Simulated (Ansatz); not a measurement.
One crystal and one scan (energy over volume and axial ratio) at two levels, PBE-D3(BJ) (plane waves to 420 eV, PAW, scalar-relativistic; Ansatz, a first-principles code) and r2SCAN+rVV10 (plane waves to 500 eV, PAW, scalar-relativistic; Ansatz), each from its own relaxed cell and on its own mesh. The cell shown is that of PBE-D3(BJ).

BN (h-BN type, space group P6_3/mmc)

```
CELL_PARAMETERS angstrom
      2.50644     0.00000     0.00000
     -1.25322     2.17064     0.00000
      0.00000     0.00000     6.61469
ATOMIC_POSITIONS crystal
  B  0.33333 0.66667 0.25000
  B  0.66667 0.33333 0.75000
  N  0.33333 0.66667 0.75000
  N  0.66667 0.33333 0.25000
```

Grid over V/V₀ and (c/a)/(c/a)₀, subscript 0 meaning the relaxed cell; the conventional c axis lies along z; no internal relaxation.

E stands for the smeared free energy. BN was relaxed with its symmetry unable to fall. Percentages come from the unrounded values. Both scans cover V/V₀ from 0.920 to 1.080 and (c/a)/(c/a)₀ from 0.960 to 1.040.

| quantity | PBE-D3(BJ) | r2SCAN+rVV10 | PBE-D3(BJ) − r2SCAN+rVV10 |
|---|---|---|---|
| Lattice constant a (Å) | 2.506 | 2.501 | +0.005 (+0.2 %) |
| Lattice constant c (Å) | 6.615 | 6.526 | +0.089 (+1.4 %) |
| Relaxed volume (Å³/atom) | 9.00 | 8.83 | +0.17 (+1.8 %) |
| Modulus against c/a change at fixed volume, (3/4V)·∂²E/∂(ln c/a)² (fit, atoms clamped) (GPa) | 191 | 200 | -9 (-5 %) |

PBE-D3(BJ) gives the higher value for: lattice constant a; lattice constant c; relaxed volume. PBE-D3(BJ) gives the lower value for: modulus against c/a change at fixed volume. Neither level is exact: the differences show how much the result hangs on the functional.

(A scan under strain: stresses follow from slopes of the energy per volume, elastic moduli from its curvatures.)
